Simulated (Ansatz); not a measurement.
# Elastic constants of Ir at 8 GPa (stress–strain coefficients): input and output

Method: Ansatz 0.2.0, DFT PBEsol, scalar-relativistic, plane waves, PAW.

Launched with:
```bash
ansatz run input.yaml --threads 1 --pin off --max-ram 3072MiB --backend cpu --events-out ev --progress --plain --runs-dir out
```

Input (bare energies are in eV):
```yaml
crystal:
  lattice:
    - [2.7026939374, 0.0, 0.0]
    - [-1.3513469687, 2.3406016084, 0.0]
    - [0.0, 0.0, 4.3820156764]
  atoms:
    - { symbol: Ir, position: [0.6666666667, 0.3333333333, 0.75] }
    - { symbol: Ir, position: [0.3333333333, 0.6666666667, 0.25] }
basis:
  ecutwfc: 420
kpoints:
  mp_grid: { grid: [18, 18, 10] }
hamiltonian:
  xc: pbesol
scf:
  occupations: { method: fermi_dirac, width: 0.15 }
output:
  forces: true
  stress: true
  eigenvalues: true
elastic:
  mode: relaxed_ion
  amplitude: 0.005
```

From the output:
```
--- Elastic constants: 3 strain directions × 4 members + reference (group order 24) ---
  dense FFT box of the reference and of every strained cell: 20×20×30
  strains applied: 11, 33, 23; error gains: componentwise 1.00 (the most a stress slope's error grows in a printed constant), spectral 1.41 (1 for all six strains in a standard setting)
  C = ∂σ_k/∂η_j (tension-positive GPa; Voigt order 11 22 33 23 13 12):
       712.348    249.604    283.006      0.000      0.000     -0.000
       249.604    712.348    283.006      0.000      0.000     -0.000
       283.025    283.025    709.776      0.000      0.000     -0.000
         0.000      0.000      0.000    109.842     -0.000      0.000
         0.000      0.000      0.000      0.000    109.842      0.000
        -0.000     -0.000     -0.000      0.000      0.000    231.372
  reference stress σ⁰ (GPa):     -8.000     -8.000     -8.000     -0.000     -0.000     -0.000
  C* (energy form; C + prestress term) asymmetry max|C*_kj − C*_jk| = 1.843e-2 GPa — a small one proves nothing (zero by symmetry where the batch's group is 432, −43m or m−3m); a large one is finite-difference/SCF noise where every solve ...
  moduli (Voigt/Reuss/Hill, GPa): K = 418.42/418.25/418.33   G = 178.13/157.95/168.04   E = 444.59   ν = 0.323
  mechanically stable: yes (min eigenvalue of sym C = 109.84 GPa)
  harmonic check of the ions' relaxations: strain 23: 1 pair too noisy to judge
  the stresses are not corrected for the forces that the relaxations left standing (`elastic.f_tol`)
  strain η (Voigt 11):  stress-route row diagonal C_11 = 712.35 GPa, energy-path curvature d²(F+E_count+ΔE)/dδ²/Ω₀ = 712.37 GPa
    cells at ±δ against ±2δ: C11 712.56 and 713.18 GPa, apart by 0.09 % of the column's largest entry
         δ    σ_11 (GPa) F (eV) n_scf n_hpsi n_pw
    -1.000e-2     -15.5285      -23597.9644596      10  203537    558   relax 3 steps, max|allowed force component| 1.80e-5 eV/Å
    -5.000e-3     -11.6618      -23597.9762074      10  203402    561   relax 2 steps, max|allowed force component| 1.18e-5 eV/Å
     5.000e-3      -4.5363      -23597.9901088      10  203227    563   relax 2 steps, max|allowed force component| 2.29e-5 eV/Å
     1.000e-2      -1.2648      -23597.9926036       9  190848    567   relax 2 steps, max|allowed force component| 2.23e-5 eV/Å
  strain η (Voigt 33):  stress-route row diagonal C_33 = 709.78 GPa, energy-path curvature d²(F+E_count+ΔE)/dδ²/Ω₀ = 709.79 GPa
    cells at ±δ against ±2δ: C33 709.90 and 710.27 GPa, apart by 0.05 % of the column's largest entry
         δ    σ_33 (GPa) F (eV) n_scf n_hpsi n_pw
    -1.000e-2     -15.4129      -23597.9645324       7   78792    555   relax 0 steps, max|allowed force component| 5.09e-17 eV/Å
    -5.000e-3     -11.6269      -23597.9762198       4   65769    561   relax 0 steps, max|allowed force component| 9.25e-18 eV/Å
     5.000e-3      -4.5279      -23597.9901079       4   67778    567   relax 0 steps, max|allowed force component| 2.31e-17 eV/Å
     1.000e-2      -1.2074      -23597.9925760       6   67118    567   relax 0 steps, max|allowed force component| 2.31e-17 eV/Å
  strain η (Voigt 23):  stress-route row diagonal C_44 = 109.84 GPa, energy-path curvature d²(F+E_count+ΔE)/dδ²/Ω₀ = 113.87 GPa
    cells at ±δ against ±2δ: C44 109.81 and 109.72 GPa, apart by 0.08 % of the column's largest entry
         δ    σ_23 (GPa) F (eV) n_scf n_hpsi n_pw
    -1.000e-2      -1.0972      -23597.9837135      10  322721    560   relax 4 steps, max|allowed force component| 3.10e-6 eV/Å
    -5.000e-3      -0.5491      -23597.9844522      10  322739    561   relax 2 steps, max|allowed force component| 3.25e-5 eV/Å
     5.000e-3       0.5491      -23597.9844522      10  322754    561   relax 3 steps, max|allowed force component| 6.39e-7 eV/Å
     1.000e-2       1.0972      -23597.9837135      10  322728    560   relax 4 steps, max|allowed force component| 3.10e-6 eV/Å
```

It took 11 min on 1 thread of Intel(R) Xeon(R) Platinum 8488C (Sapphire Rapids), on a shared host, peak memory 0.74 GiB.

In a metal, frequencies and elastic constants depend on the k mesh and the smearing, soft modes and shear constants most. Spin–orbit coupling is left out, which can shift energies with elements as heavy as these. Other phases may be more stable at this pressure.

This form isn't the element's structure at ambient conditions.